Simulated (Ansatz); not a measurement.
The end of the path is a generated cell of YGe: the first start was made by placing the elements on the sites of a structure type, and the end was not matched to a known phase here, so it may be hypothetical.

A geometry of YGe away from equilibrium: step 4 of the relaxation of a generated trial cell of YGe in the AFLOW prototype AB_tI16_140_ab_h (B37, as in TlSe). Level of theory: r2SCAN (plane waves to 500 eV, PAW, scalar-relativistic; Ansatz, a program for electronic structure). Γ-centred k-mesh 7×7×7 on the run's cell, Fermi–Dirac smearing 0.05 eV. The plane waves were selected for a different cell earlier on the path.

```xyz
8
Lattice="-3.7339 3.7339 3.3526 3.7339 -3.7339 3.3526 3.7339 3.7339 -3.3526" Properties=species:S:1:pos:R:3 pbc="T T T"
Y      0.0000     0.0000     5.0289
Y      0.0000     0.0000     1.6763
Y      3.7339     0.0000     1.6763
Y      0.0000     3.7339     1.6763
Ge     5.4687     1.7348     0.0000
Ge     1.7348     1.9990     0.0000
Ge     1.9990     1.7348     3.3526
Ge    -1.7348     1.9990     3.3526
```

Question: What forces act on the atoms (eV/Å)?

Answer: 
```
atom     Fx     Fy    Fz
----  -----  -----  ----
Y1     0.00   0.00  0.00
Y2     0.00   0.00  0.00
Y3     0.00   0.00  0.00
Y4     0.00   0.00  0.00
Ge5    0.43   0.43  0.00
Ge6    0.43  -0.43  0.00
Ge7   -0.43   0.43  0.00
Ge8   -0.43  -0.43  0.00
```

The path ends in P4/mmm (No. 123). No spin polarisation in the result. The relaxed primitive cell holds an odd number of electrons. A magnetic state may lie lower.

The run could not lose the symmetry of its start: the end is stationary, and may be a saddle point rather than a minimum.
